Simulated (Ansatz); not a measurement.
Input, command and steps of an Ansatz relaxation.

```yaml
crystal:
  lattice:
    - [0.0, 2.6280965518, 2.6280965518]
    - [2.6280965518, 0.0, 2.6280965518]
    - [2.6280965518, 2.6280965518, 0.0]
  atoms:
    - { symbol: Na, position: [0.0, 0.0, 0.0] }
    - { symbol: Al, position: [0.5, 0.5, 0.5] }
basis:
  ecutwfc: 420
kpoints:
  mp_grid: { grid: [6, 6, 6] }
hamiltonian:
  xc: pbe
scf:
  occupations: { method: gaussian, width: 0.1 }
  lower_state_search: "off"
output:
  forces: true
  stress: true
  eigenvalues: true
relax:
  adjacent_minimum: "off"
  f_tol: 0.04
  max_steps: 70
  cell: { stress_tol: 0.4 }
```

```bash
ansatz run input.yaml --threads 1 --pin off --max-ram 2560MiB --backend cpu --events-out ev --progress --plain --runs-dir out
```

Theory: Ansatz 0.2.0, DFT PBE, scalar-relativistic, plane waves, PAW.

Of 8 frames 7 are shown, positions in Å and forces in eV/Å; the SCF threshold varies from step to step. Steps run on the plane waves of an earlier cell, with a Pulay correction in the pressure. The basis is chosen afresh for the last frame, the zero of the energies, and at times for earlier ones too; energy and pressure step there, also at an unchanged geometry. Here that happened at step 6 (-15 meV/atom, 0.8 GPa); the frames before carry an error of that size.

```xyz
2
Lattice="0.0000 2.6281 2.6281 2.6281 0.0000 2.6281 2.6281 2.6281 0.0000" Properties=species:S:1:pos:R:3:forces:R:3 pbc="T T T" step=1 free_energy_over_end_meV_per_atom=468.02 pressure_GPa=20.44
Na    0.0000    0.0000    0.0000    0.0000    0.0000    0.0000
Al    2.6281    2.6281    2.6281    0.0000    0.0000    0.0000
2
Lattice="0.0000 2.7562 2.7562 2.7562 0.0000 2.7562 2.7562 2.7562 0.0000" Properties=species:S:1:pos:R:3:forces:R:3 pbc="T T T" step=2 free_energy_over_end_meV_per_atom=207.23 pressure_GPa=10.58
Na    0.0000    0.0000    0.0000    0.0000    0.0000    0.0000
Al    2.7562    2.7562    2.7562    0.0000    0.0000    0.0000
2
Lattice="0.0000 2.8843 2.8843 2.8843 0.0000 2.8843 2.8843 2.8843 0.0000" Properties=species:S:1:pos:R:3:forces:R:3 pbc="T T T" step=3 free_energy_over_end_meV_per_atom=68.36 pressure_GPa=4.53
Na    0.0000    0.0000    0.0000    0.0000    0.0000    0.0000
Al    2.8843    2.8843    2.8843    0.0000    0.0000    0.0000
2
Lattice="0.0000 2.9975 2.9975 2.9975 0.0000 2.9975 2.9975 2.9975 0.0000" Properties=species:S:1:pos:R:3:forces:R:3 pbc="T T T" step=4 free_energy_over_end_meV_per_atom=21.27 pressure_GPa=0.88
Na    0.0000    0.0000    0.0000    0.0000    0.0000    0.0000
Al    2.9975    2.9975    2.9975    0.0000    0.0000    0.0000
2
Lattice="0.0000 3.0275 3.0275 3.0275 0.0000 3.0275 3.0275 3.0275 0.0000" Properties=species:S:1:pos:R:3:forces:R:3 pbc="T T T" step=5 free_energy_over_end_meV_per_atom=18.90 pressure_GPa=0.09
Na    0.0000    0.0000    0.0000    0.0000    0.0000    0.0000
Al    3.0275    3.0275    3.0275    0.0000    0.0000    0.0000
2
Lattice="0.0000 3.0275 3.0275 3.0275 0.0000 3.0275 3.0275 3.0275 0.0000" Properties=species:S:1:pos:R:3:forces:R:3 pbc="T T T" step=6 free_energy_over_end_meV_per_atom=3.59 pressure_GPa=0.91
Na    0.0000    0.0000    0.0000    0.0000    0.0000    0.0000
Al    3.0275    3.0275    3.0275    0.0000    0.0000    0.0000
2
Lattice="0.0000 3.0631 3.0631 3.0631 0.0000 3.0631 3.0631 3.0631 0.0000" Properties=species:S:1:pos:R:3:forces:R:3 pbc="T T T" step=8 free_energy_over_end_meV_per_atom=0.00 pressure_GPa=0.28
Na    0.0000    0.0000    0.0000    0.0000    0.0000    0.0000
Al    3.0631    3.0631    3.0631    0.0000    0.0000    0.0000
```

The start puts this composition into another compound's structure type, which needn't suit it. The cell swells from 18.2 to 28.7 Å³ an atom, so the end can be far from any stable crystal. At the end the space group is Fm-3m (tolerance 0.05 Å).

Time: 7.5 s on 1 thread of Intel(R) Xeon(R) Platinum 8488C (Sapphire Rapids), with other jobs on the host, peak memory 0.33 GiB.

The k mesh is coarse.